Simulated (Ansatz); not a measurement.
**Zincblende alloy of CdTe and MgTe (20 of 64 Cd sites exchanged), 128 atoms**

Ansatz, PAW, plane waves. PBEsol relaxation of volume and atoms (shape held) at the single k point (½, ½, ½); single points on the relaxed atoms at the Γ point alone, onto which points of the small cell's zone fold. Arrangement: quasirandom. No spin–orbit coupling unless named.

Relaxed structure:

```
CELL_PARAMETERS angstrom
0.00000 12.94400 12.94400
12.94400 0.00000 12.94400
12.94400 12.94400 0.00000
ATOMIC_POSITIONS crystal
Cd 0.00041 0.00034 0.99990
Cd 0.00069 0.00042 0.49996
Cd 0.50020 0.50046 0.00042
Cd 0.49983 0.00027 0.50034
Cd 0.74993 0.25095 0.24974
Cd 0.25077 0.74960 0.24960
Cd 0.75021 0.25092 0.74994
Cd 0.25100 0.75038 0.74991
Cd 0.74959 0.75024 0.74987
Cd 0.00074 0.99995 0.25034
Cd 0.24999 0.25041 0.00011
Cd 0.50031 0.99920 0.25030
Cd 0.00047 0.00022 0.74987
Cd 0.25101 0.25010 0.49991
Cd 0.74992 0.74934 0.00068
Cd 0.49970 0.00019 0.74996
Cd 0.75000 0.25106 0.49943
Cd 0.00021 0.50052 0.74932
Cd 0.25099 0.74931 0.49995
Cd 0.50058 0.50050 0.74910
Cd 0.75018 0.74993 0.49934
Cd 0.00009 0.25100 0.00006
Cd 0.25095 0.00008 0.25000
Cd 0.50038 0.25021 0.99982
Cd 0.75060 0.00009 0.24923
Cd 0.00012 0.74952 0.00043
Cd 0.00111 0.25055 0.49936
Cd 0.24952 0.49999 0.25045
Cd 0.50021 0.75035 0.99969
Cd 0.75028 0.00023 0.74983
Cd 0.00069 0.74946 0.50005
Cd 0.24999 0.50014 0.74958
Cd 0.50049 0.75000 0.49945
Cd 0.74996 0.50049 0.74973
Cd 0.25100 0.99969 0.99969
Cd 0.74988 0.99989 0.00014
Cd 0.24957 0.50028 0.00024
Cd 0.49997 0.25046 0.25011
Cd 0.75011 0.00015 0.49974
Cd 0.00015 0.74925 0.24998
Cd 0.00042 0.25030 0.74991
Cd 0.49965 0.25029 0.74924
Cd 0.75005 0.50106 0.49836
Cd 0.00023 0.75027 0.74984
Mg 0.50033 0.99960 0.99943
Mg 0.99925 0.50042 0.99966
Mg 0.24907 0.25019 0.24981
Mg 0.99985 0.50036 0.49931
Mg 0.25021 0.25003 0.74898
Mg 0.49956 0.49983 0.49898
Mg 0.74982 0.74941 0.24993
Mg 0.75019 0.25010 0.00015
Mg 0.99977 0.49967 0.24963
Mg 0.24988 0.74972 0.99928
Mg 0.49965 0.50064 0.24963
Mg 0.25045 0.00023 0.74953
Mg 0.49990 0.25017 0.49940
Mg 0.74899 0.50070 0.24954
Mg 0.99966 0.25019 0.25019
Mg 0.25074 0.00014 0.49924
Mg 0.74988 0.50021 0.99979
Mg 0.24918 0.50002 0.49975
Mg 0.50018 0.74892 0.24995
Mg 0.49942 0.74989 0.74968
Te 0.06289 0.06300 0.06226
Te 0.56185 0.06189 0.06213
Te 0.06144 0.56137 0.06292
Te 0.06409 0.06259 0.56193
Te 0.31193 0.31187 0.31191
Te 0.56342 0.56221 0.06336
Te 0.56212 0.06384 0.56202
Te 0.81311 0.31411 0.31128
Te 0.06293 0.56140 0.56136
Te 0.31365 0.81232 0.31174
Te 0.31155 0.31196 0.81212
Te 0.56206 0.56184 0.56106
Te 0.81200 0.81207 0.31138
Te 0.81250 0.31255 0.81349
Te 0.31294 0.81364 0.81276
Te 0.81221 0.81228 0.81273
Te 0.06282 0.06379 0.31191
Te 0.31243 0.31227 0.06335
Te 0.56252 0.06243 0.31239
Te 0.81174 0.31358 0.06148
Te 0.06134 0.56114 0.31288
Te 0.31211 0.81169 0.06152
Te 0.06385 0.06250 0.81187
Te 0.31334 0.31324 0.56248
Te 0.56249 0.56230 0.31215
Te 0.81223 0.81196 0.06334
Te 0.56219 0.06220 0.81302
Te 0.81294 0.31293 0.56204
Te 0.06200 0.56238 0.81320
Te 0.31247 0.81362 0.56176
Te 0.56197 0.56351 0.81226
Te 0.81263 0.81244 0.56190
Te 0.06175 0.31373 0.06347
Te 0.31217 0.06374 0.31301
Te 0.56358 0.31230 0.06214
Te 0.81256 0.06293 0.31188
Te 0.06344 0.81227 0.06189
Te 0.06277 0.31379 0.56195
Te 0.31317 0.56149 0.31315
Te 0.56163 0.81304 0.06336
Te 0.31143 0.06368 0.81142
Te 0.56182 0.31313 0.56108
Te 0.81299 0.56282 0.31005
Te 0.81271 0.06282 0.81223
Te 0.06296 0.81248 0.56211
Te 0.31256 0.56254 0.81209
Te 0.56222 0.81234 0.56305
Te 0.81223 0.56226 0.81320
Te 0.31361 0.06230 0.06198
Te 0.81244 0.06367 0.06143
Te 0.06253 0.31299 0.31106
Te 0.31215 0.56340 0.06232
Te 0.31165 0.06192 0.56307
Te 0.56163 0.31391 0.31294
Te 0.81258 0.56100 0.06279
Te 0.81265 0.06298 0.56190
Te 0.06273 0.81215 0.31201
Te 0.06370 0.31264 0.81201
Te 0.31299 0.56125 0.56118
Te 0.56319 0.81118 0.31126
Te 0.56221 0.31256 0.81199
Te 0.81315 0.56218 0.56174
Te 0.06289 0.81242 0.81246
Te 0.56163 0.81220 0.81166
```

Task: What are the mean bond lengths by pair (pairs within 1.2 times the sum of covalent radii, less contacts 15 % beyond the pair's median; cation–cation pairs of compounds aside; long ionic contacts are cut short by that bound)?

Result: Cd–Te 2.809 ± 0.004 Å (standard deviation, 176 bonds); Mg–Te 2.788 ± 0.002 Å (standard deviation, 80 bonds).

Task: What gap lies between the top filled and the lowest empty level in the single points?

Result: HSE06 2.11 eV (8.3 min on NVIDIA GB300); r²SCAN 1.77 eV (27 s on NVIDIA GB300).
